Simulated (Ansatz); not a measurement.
# Profile along the K–K line in K (bcc, W type)

K (bcc, W type)

```cif
data_K
_chemical_formula_sum 'K1'
_space_group_name_H-M_alt 'P 1'
_space_group_IT_number 1
_cell_length_a 4.51404
_cell_length_b 4.51404
_cell_length_c 4.51404
_cell_angle_alpha 109.471
_cell_angle_beta 109.471
_cell_angle_gamma 109.471
loop_
_space_group_symop_operation_xyz
  'x, y, z'
loop_
_atom_site_label
_atom_site_type_symbol
_atom_site_fract_x
_atom_site_fract_y
_atom_site_fract_z
_atom_site_occupancy
K1 K 0.00000 0.00000 0.00000 1
```

Fields along a shortest K–K line of a {211} plane (4.51 Å), from K to K, interpolated on the slice's grid (step about 0.2 Å). The numbers are results of PBEsol (plane waves to 420 eV, PAW, scalar-relativistic; Ansatz, a quantum-chemistry and plane-wave program), not measurements. k mesh 13×13×13. These are valence fields of a PAW run, semicore shells included where kept as valence: close to a nucleus they are smooth pseudo fields. K was relaxed with its symmetry unable to fall. The PAW data are Ansatz's earlier set.

| distance from K (Å) | valence electron density (e/Å³) | electron localisation function |
|---|---|---|
| 0.00 | 4.19 | x |
| 0.23 | 4.27 | x |
| 0.45 | 3.52 | x |
| 0.68 | 1.90 | 0.88 |
| 0.90 | 0.70 | 0.81 |
| 1.13 | 0.22 | 0.52 |
| 1.35 | 0.07 | 0.14 |
| 1.58 | 0.03 | 0.04 |
| 1.80 | 0.02 | 0.05 |
| 2.03 | 0.02 | 0.13 |
| 2.25 | 0.02 | 0.21 |
| 2.48 | 0.02 | 0.13 |
| 2.71 | 0.02 | 0.05 |
| 2.93 | 0.03 | 0.04 |
| 3.16 | 0.07 | 0.14 |
| 3.38 | 0.22 | 0.52 |
| 3.61 | 0.70 | 0.81 |
| 3.83 | 1.90 | 0.88 |
| 4.06 | 3.52 | x |
| 4.28 | 4.27 | x |
| 4.51 | 4.19 | x |

x: too close to a nucleus for the ELF to mean much.

Density on the K–K line (4.51 Å) at its midpoint: 0.02 e/Å³. ELF at that point: 0.21.
